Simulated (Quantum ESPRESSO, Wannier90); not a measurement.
# Wannier functions of ZnCdS₂ (P-4m2)

```xyz
4
Lattice="3.9543 0.0000 0.0000 0.0000 3.9543 0.0000 0.0000 0.0000 5.7191" Properties=species:S:1:pos:R:3 pbc="T T T"
Zn     0.0000     0.0000     2.8596
Cd     1.9772     1.9772     0.0000
S      1.9772     0.0000     1.5809
S      0.0000     1.9772    -1.5809
```

Structure: Materials Project mp-971712, symmetrised, not relaxed again. Not found in the COD (Crystallography Open Database) copy used; not checked further. Method: PBEsol plane waves in Quantum ESPRESSO 7.5 (PseudoDojo norm-conserving files, 82 Ry, spinors with spin-orbit coupling), Bloch states on a 4×4×4 mesh through Γ, Wannier90 4.0.1. Density: 8×8×6 mesh, cold smearing 0.01 Ry.

A tight-binding model is made by disentanglement and projection with no localisation steps (num_iter = 0), so the 32 orbitals stay atom-like: hydrogen-like Zn: s;p; Cd: s;p; S: s;p, axes along x, y, z; frozen window up to 2.78 eV relative to the valence-band maximum. It follows pw.x to 8.7 meV rms for states up to 2.3 eV relative to the valence-band maximum. Matrix elements depend on this choice of orbitals and windows. Bands 21–24 (Cd 4d 94 %), 25–30 (Cd 4d 92 %, S 3p 4 %), 31–40 (Zn 3d 92 %, S 3p 5 %) lie between the kept ones and are excluded.

The 45 largest hoppings ⟨m,0|H|n,R⟩ between different sites (one of each Hermitian pair; signs follow the real orbitals' lobes; the list may end inside a set of equal values):

| m | n | R | distance of the centres (Å) | t (eV) | Im t (eV) |
|---|---|---|---|---|---|
| S3 s↑ | Zn1 px↑ | 0 0 0 | 2.45 | -2.108 | 0.000 |
| S3 s↓ | Zn1 px↓ | 0 0 0 | 2.45 | -2.108 | 0.000 |
| Zn1 py↑ | S4 s↑ | 0 0 1 | 2.45 | -2.108 | 0.000 |
| Zn1 py↓ | S4 s↓ | 0 0 1 | 2.45 | -2.108 | 0.000 |
| S4 s↑ | Zn1 py↑ | 0 1 -1 | 2.45 | 2.108 | 0.000 |
| S4 s↓ | Zn1 py↓ | 0 1 -1 | 2.45 | 2.108 | 0.000 |
| S3 s↑ | Zn1 px↑ | 1 0 0 | 2.45 | 2.108 | 0.000 |
| S3 s↓ | Zn1 px↓ | 1 0 0 | 2.45 | 2.108 | 0.000 |
| S3 px↑ | Zn1 s↑ | 0 0 0 | 2.38 | 1.924 | 0.000 |
| S3 px↓ | Zn1 s↓ | 0 0 0 | 2.38 | 1.924 | 0.000 |
| Zn1 s↑ | S4 py↑ | 0 0 1 | 2.38 | 1.924 | 0.000 |
| Zn1 s↓ | S4 py↓ | 0 0 1 | 2.38 | 1.924 | 0.000 |
| S4 py↑ | Zn1 s↑ | 0 1 -1 | 2.38 | -1.924 | 0.000 |
| S4 py↓ | Zn1 s↓ | 0 1 -1 | 2.38 | -1.924 | 0.000 |
| S3 px↑ | Zn1 s↑ | 1 0 0 | 2.38 | -1.924 | 0.000 |
| S3 px↓ | Zn1 s↓ | 1 0 0 | 2.38 | -1.924 | 0.000 |
| S3 pz↑ | Zn1 px↑ | 0 0 0 | 2.45 | -1.838 | 0.000 |
| S3 pz↓ | Zn1 px↓ | 0 0 0 | 2.45 | -1.838 | 0.000 |
| Zn1 py↓ | S4 pz↓ | 0 0 1 | 2.45 | 1.838 | 0.000 |
| S4 pz↑ | Zn1 py↑ | 0 1 -1 | 2.45 | -1.838 | 0.000 |
| S4 pz↓ | Zn1 py↓ | 0 1 -1 | 2.45 | -1.838 | 0.000 |
| Zn1 py↑ | S4 pz↑ | 0 0 1 | 2.45 | 1.838 | 0.000 |
| S3 pz↑ | Zn1 px↑ | 1 0 0 | 2.45 | 1.838 | 0.000 |
| S3 pz↓ | Zn1 px↓ | 1 0 0 | 2.45 | 1.838 | 0.000 |
| S3 px↑ | Zn1 pz↑ | 0 0 0 | 2.38 | -1.832 | 0.000 |
| S3 px↓ | Zn1 pz↓ | 0 0 0 | 2.38 | -1.832 | 0.000 |
| Zn1 pz↑ | S4 py↑ | 0 0 1 | 2.38 | 1.832 | 0.000 |
| Zn1 pz↓ | S4 py↓ | 0 0 1 | 2.38 | 1.832 | 0.000 |
| S4 py↑ | Zn1 pz↑ | 0 1 -1 | 2.38 | -1.832 | 0.000 |
| S4 py↓ | Zn1 pz↓ | 0 1 -1 | 2.38 | -1.832 | 0.000 |
| S3 px↑ | Zn1 pz↑ | 1 0 0 | 2.38 | 1.832 | 0.000 |
| S3 px↓ | Zn1 pz↓ | 1 0 0 | 2.38 | 1.832 | 0.000 |
| S3 py↑ | Cd2 pz↑ | 0 0 0 | 2.57 | -1.701 | 0.000 |
| S3 py↓ | Cd2 pz↓ | 0 0 0 | 2.57 | -1.701 | 0.000 |
| S4 px↑ | Cd2 pz↑ | 0 0 0 | 2.57 | 1.701 | 0.000 |
| S4 px↓ | Cd2 pz↓ | 0 0 0 | 2.57 | 1.701 | 0.000 |
| Cd2 pz↑ | S3 py↑ | 0 1 0 | 2.57 | 1.701 | 0.000 |
| Cd2 pz↓ | S3 py↓ | 0 1 0 | 2.57 | 1.701 | 0.000 |
| Cd2 pz↑ | S4 px↑ | 1 0 0 | 2.57 | -1.701 | 0.000 |
| Cd2 pz↓ | S4 px↓ | 1 0 0 | 2.57 | -1.701 | 0.000 |
| S3 pz↑ | Cd2 py↑ | 0 0 0 | 2.58 | -1.697 | 0.000 |
| S3 pz↓ | Cd2 py↓ | 0 0 0 | 2.58 | -1.697 | 0.000 |
| S4 pz↑ | Cd2 px↑ | 0 0 0 | 2.58 | 1.697 | 0.000 |
| S4 pz↓ | Cd2 px↓ | 0 0 0 | 2.58 | 1.697 | 0.000 |
| Cd2 py↑ | S3 pz↑ | 0 1 0 | 2.58 | 1.697 | 0.000 |
